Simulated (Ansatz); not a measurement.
**Mg₂Si, first-principles data**

Mg2Si:
```
CELL_PARAMETERS angstrom
      4.09768     0.00000     0.00000
      0.00000     4.09768     0.00000
      0.00000     0.00000     6.83203
ATOMIC_POSITIONS crystal
  Mg 0.50000 0.50000 0.00000
  Mg 0.00000 0.00000 0.00000
  Mg 0.50000 0.00000 0.35758
  Mg 0.00000 0.50000 0.64242
  Si 0.50000 0.00000 0.74466
  Si 0.00000 0.50000 0.25534
```

Space group P4/nmm (No. 129); conventional cell a = 4.098 Å, b = 4.098 Å, c = 6.832 Å, α = 90.00°, β = 90.00°, γ = 90.00°.

Method: DFT-LDA in the program Ansatz with PAW potentials. Geometry: relaxed at this level of theory. Other levels are named where they apply.

Cell and energy:

- Volume per atom = 19.12 Å³
- Density = 2.22 g/cm³
- Formation energy from the elements (no fitted shifts) = -0.088 eV/atom

Electronic structure:

Electronic character: metallic (no gap)
Density of states at the Fermi level: 0.31 states/eV per atom (mean over ±0.08 eV)

Mechanics:

- Bulk modulus (Birch–Murnaghan fit): 578 kbar
- Pressure derivative B′: 4.1

Phonons:

Highest zone-centre frequency: 329 cm^-1
Zone-centre stability: no imaginary mode at Γ

The first step of the workflow began from a Materials Project structure, measured or hypothetical; the Crystallography Open Database copy checked does not list it. It is not the phase usual at ambient conditions (space group No. 225). Symmetry was held in the LDA relaxation. As this level gives no gap, phonon frequencies hold no LO–TO term and depend on the k-mesh and smearing (Fermi–Dirac, 0.1 eV here). The references are the lowest solids computed at this level, not always the standard phases.

Potentials: the later of the program's two PAW sets.
